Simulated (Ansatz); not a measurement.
input.yaml (Ansatz)

```yaml
crystal:
  lattice:
    - [2.9437852505, 0.0, 0.0]
    - [-1.4718926252, 2.5493928102, 0.0]
    - [0.0, 0.0, 9.773413465]
  atoms:
    - { symbol: Pd, position: [0.0, 0.0, 1.0], spin: 0.368 }
    - { symbol: Pd, position: [0.0, 0.0, 0.5], spin: 0.368 }
    - { symbol: Pd, position: [0.3333333333, 0.6666666667, 0.25], spin: 0.373 }
    - { symbol: Pd, position: [0.6666666667, 0.3333333333, 0.75], spin: 0.373 }
hamiltonian:
  xc: blyp
  pseudopotentials:
    kind: paw
    azcp:
      Pd: "pseudopotentials/Pd.paw.azcp"
basis:
  ecutwfc: 420
  fft_grid_basis: typed
kpoints:
  mp_grid: { grid: [14, 14, 4], shift: [0, 0, 0] }
magnetization:
  spin_polarized: true
scf:
  occupations: { method: fermi_dirac, width: 0.05 }
  lower_state_search: "off"
output:
  stress: true
  write_density: true
  write_potential: true
  elf: true
  volumetric_format: npy
```

and its output:

```
Engine: ansatz 0.2.0, aarch64-unknown-linux-gnu
Pseudopotentials: kind: paw
Pseudopotential: Pd, paw, valence charge 18, recommended cutoff 420 eV (normal) 
Functional definition: BLYP
  parameter beta = 0.0042
  parameter a = 0.04918
  parameter b = 0.132
  parameter c = 0.2533
  parameter d = 0.349
  exchange = b88_x(beta = beta)
  correlation = lyp_c(a = a, b = b, c = c, d = d)
Crystal: 4 atoms, lattice volume = 73.348 Å³
Basis set: ecut = 420 eV, 1389 PW (Γ), exchange–correlation on 40×40×144 points (8 copies of the dense FFT grid, shifted against one another)
Bands: 45, of which v1, the nominal top of the filled ones, is band 36 counted from 1 (35 counted from 0)
Symmetry: 24 space group operations
Space group: P63/mmc (ITA 194), of the structure as read, at distance tolerance 4.2e-5 Å
Magnetic group: BNS 194.263 (UNI 1493), of the structure as read, at distance tolerance 4.2e-5 Å
k-points: 72 of 784
Non-local potential: Pd, projectors of the file, l = 0: 2, l = 1: 2, l = 2: 2, l = 3: 1
PAW form: soft (Blöchl's): semilocal exchange-correlation on the pseudo side does not see the compensation charge
PAW frozen core: Pd, regenerated for the run's functional, and the local potential with it (the file was generated under x = pbe(κ = 0.804, μ = 0.2195149727645171), c = pbe(β = 0.06672455060314922))
PAW one-centre angular grid: Pd, 590 points (default); XC on 64 Gauss nodes
Initial density: superposition of atomic densities (chi_scale 0.1, normalization cell)
Starting moments: Σ|m| = 1.482 μB on 4 of 4 sites
Initial wavefunctions: pseudopotential atomic-orbital guess
Functional: x = b88, c = lyp
SCF iter   1: F=—  HF=-27953.960301 eV  |F-HF|=—  |Δ(HF+E_count)|=         —  Δρ=6.99e-2 (↑6.99e-2 ↓6.92e-2)  dr2=1.56e1  dr2_m=1.15e-2  M=1.396 μB ∫|m|=1.436 μB  β_m=1.00  ethr=3.10e-3  ⟨swp⟩=6.1  Hψ=23794  notcnv=0  defer=69
spin=Collinear: Kerker preconditioning applied to the charge; magnetization (m = ρ↑ − ρ↓) channel mixes plain (no charge-response kernel on spin).
SCF iter   2: F=—  HF=-27951.141911 eV  |F-HF|=—  |Δ(HF+E_count)|=    2.82e0  Δρ=3.86e-2 (↑3.42e-2 ↓3.86e-2)  dr2=4.36e0  dr2_m=4.64e-3  M=1.516 μB ∫|m|=1.582 μB  β_m=1.00  ethr=3.10e-3  ⟨swp⟩=2.0  Hψ=11361  notcnv=0  defer=284
...
iter 14 did not close the SCF: its close was put off for a magnetic moment that had not settled (scf_convergence_deferred on its scf_iter line)
SCF iter  14: F=-27950.049269 eV  HF=-27950.049269 eV  |F-HF|=3.00e-9  |Δ(HF+E_count)|=   7.60e-8  Δρ=2.05e-6 (↑1.58e-6 ↓2.05e-6)  dr2=2.42e-9  dr2_m=1.38e-9  M=1.593 μB ∫|m|=1.679 μB  β_m=0.88  ethr=1.39e-10  ⟨swp⟩=10.9  Hψ=43908  notcnv=0
SCF iter  15: F=-27950.049269 eV  HF=-27950.049269 eV  |F-HF|=1.82e-10  |Δ(HF+E_count)|=   3.43e-9  Δρ=8.23e-7 (↑4.28e-7 ↓8.23e-7)  dr2=7.02e-10  dr2_m=1.13e-10  M=1.593 μB ∫|m|=1.680 μB  ethr=3.36e-12  ⟨swp⟩=3.7  Hψ=29516  notcnv=0
SCF 1 converged in 15 iterations: F = -27950.049269 eV  dr2 = 7.02e-10
SCF converged after 15 iterations
Magnetization: 1.5926 μB (36.7963 up, 35.2037 down)
Absolute magnetization: 1.6795 μB (∫|ρ↑−ρ↓|, with the PAW one-centre terms)
Spin contamination: 0.0056 ħ² per cell (⟨S²⟩ above its minimum at these occupations)
Per-site moments (μB) at R_I (Å): [(0.40218503895996593, 1.2143114158267398), (0.40218503895996555, 1.2143114158267398), (0.41345151135372865, 1.2143114158267398), (0.4134515113537288, 1.2143114158267398)]
Free energy (F): -27950.049269 eV
Harris-Foulkes:  -27950.049269 eV  (|F-HF|=1.82e-10)
Internal energy: -27949.981773 eV  (E = F + TS)
E sigma→0 (E₀):  -27950.015521 eV
Entropy (-TS):   -0.067496 eV (-16.874 meV/atom)
Fermi energy:    15.126170 eV
--- Per-component energies (eV) ---
  E_band       = -834.823039
  E_kinetic    = 2045.623863
  E_local      = -8209.936518  (includes V_loc(G=0)·N_el)
  E_nonlocal   = 865.769619
  E_hartree    = 3298.304935
  E_xc         = -657.908080
  E_vxc        = -823.243559  (∫ρ·V_xc dr)
  E_paw        = -15072.601548  (= ΣΔE_a)
  E_vpaw       = -1309.647705  (= ΣTr[D̂ρ^β])
  E_aug_tail   = 0.000877  (compensation charges beyond the density's cutoff)
  E_ewald      = -10219.582232
  E_core_change = 0.347311  (= ΣΔE_core)
  E_smearing   = -0.067496  (= −TS)
  E_closure    = 0.000000  (closes the sum)
  Σ components = -27950.049269   (vs F -27950.049269, Δ=0.00e0)
--- Stress (GPa, compression-positive) ---
      -10.668904       0.000000       0.000000
        0.000000     -10.668904       0.000000
        0.000000       0.000000     -10.986089
  P = ⅓ Tr σ = -10.7746 GPa (-107.746 kbar)
--- Band table (eV; the first three rows and the last of 144) ---
  k-point 0 ↑: bands = ["-68.5584", "-68.5551", "-68.5340", "-68.5307", "-34.3236", "-34.2540", "-34.2182", "-34.2116", "-34.2116", "-34.2042", "-34.2042", "-34.1910", "-34.1910", "-34.1836", "-34.1836", "-34.1477", "9.5775", "10.9601", "10.9684", "11.1677", "12.8524", "12.9263", "12.9263", "12.9421", "12.9421", "12.9801", "13.0169", "13.1209", "13.1209", "13.1685", "13.1685", "13.8960", "13.8960", "14.2160", "14.2160", "14.4348", "14.4348", "14.8297", "14.8297", "16.6528", "20.5322", "27.5341", "27.5616", "31.8589", "31.9647"]
  k-point 1 ↑: bands = ["-68.5579", "-68.5557", "-68.5335", "-68.5312", "-34.3173", "-34.2735", "-34.2108", "-34.2108", "-34.2057", "-34.2057", "-34.1985", "-34.1895", "-34.1895", "-34.1844", "-34.1844", "-34.1541", "9.6924", "10.5022", "11.1841", "11.1895", "12.7682", "12.8273", "12.9466", "12.9466", "12.9657", "12.9657", "13.0922", "13.0922", "13.1344", "13.1344", "13.6878", "13.9391", "13.9391", "14.1496", "14.1496", "14.5212", "14.5212", "14.7853", "14.7853", "15.9807", "21.3998", "25.3182", "29.7140", "31.9503", "32.0219"]
  k-point 2 ↑: bands = ["-68.5569", "-68.5569", "-68.5323", "-68.5323", "-34.2993", "-34.2993", "-34.2086", "-34.2086", "-34.2086", "-34.2086", "-34.1866", "-34.1866", "-34.1866", "-34.1866", "-34.1724", "-34.1724", "10.0217", "10.0217", "11.2148", "11.2148", "12.7732", "12.7732", "12.9897", "12.9897", "12.9897", "12.9897", "13.0707", "13.0707", "13.0707", "13.0707", "14.0388", "14.0388", "14.0388", "14.0388", "14.6676", "14.6676", "14.6676", "14.6676", "14.7740", "14.7740", "23.2011", "23.2011", "31.4683", "31.4683", "32.0972"]
  k-point 71 ↓: bands = ["-68.2118", "-68.2118", "-68.1994", "-68.1994", "-33.9927", "-33.9927", "-33.9811", "-33.9811", "-33.9603", "-33.9603", "-33.9475", "-33.9475", "-33.8943", "-33.8943", "-33.8776", "-33.8776", "12.1014", "12.1014", "12.3700", "12.3700", "12.5812", "12.5812", "12.7927", "12.7927", "13.2632", "13.2632", "13.3020", "13.3020", "13.9337", "13.9337", "14.3459", "14.3459", "14.9845", "14.9845", "15.1520", "15.1520", "20.2139", "20.2139", "20.5333", "20.5333", "22.0475", "22.0475", "23.5648", "23.5648", "24.3998"]
```
